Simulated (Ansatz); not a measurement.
From the elastic tensor of Al₆Ni₅Pt to moduli and sound speeds

Computed with DFT PBE, scalar-relativistic, plane waves, PAW in Ansatz. Plane waves to 420 eV; Γ-centred k mesh 12×12×4; Fermi-Dirac smearing of 0.15 eV. No spin polarisation.

Space group P4/mmm (No. 123), tetragonal, a = 2.915 Å, c = 17.744 Å. Al on its first site has 4 Ni at 2.51 Å, 4 Pt at 2.67 Å and 5 Al at 2.87–2.92 Å; Al on its second site is surrounded by 8 Ni at 2.51 Å and 6 Al at 2.87–2.92 Å; Al on its third site is surrounded by 8 Ni at 2.51 Å and 6 Al at 2.86–2.92 Å; Ni on a site of symmetry 4mm has 8 Al at 2.51 Å, 5 Ni at 2.88–2.92 Å and 1 Pt at 3.13 Å; Ni on a second site of symmetry 4mm has 8 Al at 2.51 Å and 6 Ni at 2.86–2.92 Å; around Pt lie 8 Al at 2.67 Å, 4 Pt at 2.92 Å and 2 Ni at 3.13 Å; 1 more site not described.

The structure comes from a generated guess, relaxed at this level; another structure or a mixture of phases may lie lower. In a metal, frequencies and elastic constants depend on the k mesh and the smearing, soft modes and shear constants most. Spin–orbit coupling is left out, which matters for heavy elements.

Relaxed-ion constants (GPa, on the Cartesian axes of the calculation):
```
192.4 144.3 147.7   0.0   0.0   0.0
144.3 192.4 147.7   0.0   0.0   0.0
147.7 147.7 197.7   0.0   0.0   0.0
  0.0   0.0   0.0 107.9   0.0   0.0
  0.0   0.0   0.0   0.0 107.9   0.0
  0.0   0.0   0.0   0.0   0.0 107.5
```

Density 7.162 g/cm³; 12 atoms in 150.80 Å³.

With S = C⁻¹: B_V = (C11+C22+C33+2(C12+C13+C23))/9, G_V = (C11+C22+C33−C12−C13−C23+3(C44+C55+C66))/15, 1/B_R = S11+S22+S33+2(S12+S13+S23), 15/G_R = 4(S11+S22+S33−S12−S13−S23)+3(S44+S55+S66); Hill is their mean. Then v_l = √((B+4G/3)/ρ), v_t = √(G/ρ), v_m = [(2/v_t³+1/v_l³)/3]^(−1/3) and Θ = (ħ/k_B)·v_m·(6π²n/V)^(1/3) for n atoms in the volume V; E = 9BG/(3B+G), ν = (3B−2G)/(2(3B+G)) and A^U = 5G_V/G_R + B_V/B_R − 6.

| Property | Result |
| --- | --- |
| Bulk modulus, Voigt / Reuss / Hill | 162.4 / 162.3 / 162.4 GPa |
| Shear modulus, Voigt / Reuss / Hill | 74.2 / 44.7 / 59.4 GPa |
| Young's modulus | 159 GPa |
| Poisson ratio | 0.337 |
| Pugh ratio B/G | 2.73 (over 1.75, the rule of thumb for ductile) |
| Universal anisotropy index | 3.30 |
| Longitudinal and transverse sound speeds | 5808 and 2881 m/s |
| Debye temperature from the mean sound speed | 414 K |
